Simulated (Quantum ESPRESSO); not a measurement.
Band energies of InGaP₂

```
CELL_PARAMETERS angstrom
      2.00134     1.15548     6.55645
     -2.00134     1.15548     6.55645
      0.00000    -2.31095     6.55645
ATOMIC_POSITIONS crystal
  P  0.88062 0.88062 0.88062
  P  0.37005 0.37005 0.37005
  Ga 0.00001 0.00001 0.00001
  In 0.49934 0.49934 0.49934
```

norm-conserving PBEsol (Quantum ESPRESSO, 80 Ry, with spin-orbit coupling); path ΓLB1,BZΓX,QFP1Z,LP; energies in eV from the valence-band maximum.

```csv
k (1/Å),point,band 36,band 37,band 38,band 39,band 40,band 41,band 42,band 43
0.00,Γ,0.00,0.62,0.62,1.60,1.60,3.53,3.53,3.76
0.46,,-1.01,2.14,2.14,2.91,2.96,3.34,3.39,4.90
0.92,L,-1.72,1.83,1.83,2.73,2.73,4.31,4.31,4.50
1.51,B1,-1.98,2.42,2.47,2.56,2.58,4.66,4.68,5.08
1.51,B,-1.98,2.42,2.47,2.56,2.58,4.66,4.68,5.08
1.84,,-1.83,2.16,2.18,2.59,2.63,3.65,3.65,4.31
2.38,,-0.43,1.41,1.42,2.56,2.59,3.94,3.97,4.21
2.49,Z,-0.38,1.11,1.11,2.32,2.32,4.13,4.13,4.21
2.85,,-0.05,0.86,0.86,1.81,1.81,3.60,3.60,3.83
2.97,Γ,0.00,0.62,0.62,1.60,1.60,3.53,3.53,3.76
3.36,,-0.38,2.28,2.28,3.08,3.09,3.71,3.77,3.99
3.75,,-1.25,2.82,2.84,4.15,4.17,4.29,4.31,5.14
4.05,X,-1.98,2.20,2.22,3.44,3.45,3.98,4.06,5.03
4.05,Q,-1.98,2.20,2.22,3.44,3.45,3.98,4.06,5.03
4.17,,-1.80,1.94,1.95,2.95,2.97,3.81,3.84,4.17
4.54,F,-1.08,1.14,1.14,1.50,1.50,1.87,1.87,4.48
4.54,P1,-1.22,1.40,1.41,1.90,1.91,2.23,2.24,4.35
4.96,,-0.76,1.97,1.98,2.95,2.96,3.16,3.17,4.71
5.30,,-0.41,1.30,1.31,2.47,2.49,4.01,4.04,4.21
5.39,Z,-0.38,1.11,1.11,2.32,2.32,4.13,4.13,4.21
5.39,L,-1.72,1.83,1.83,2.73,2.73,4.31,4.31,4.50
5.71,P,-1.22,1.40,1.41,1.90,1.91,2.23,2.24,4.35
```

The PBEsol gap is direct, 0.62 eV at Γ.

Geometry relaxed with PBEsol.

The structure is a Materials Project entry; no match was found in the copy of COD used, and its stability was not checked.
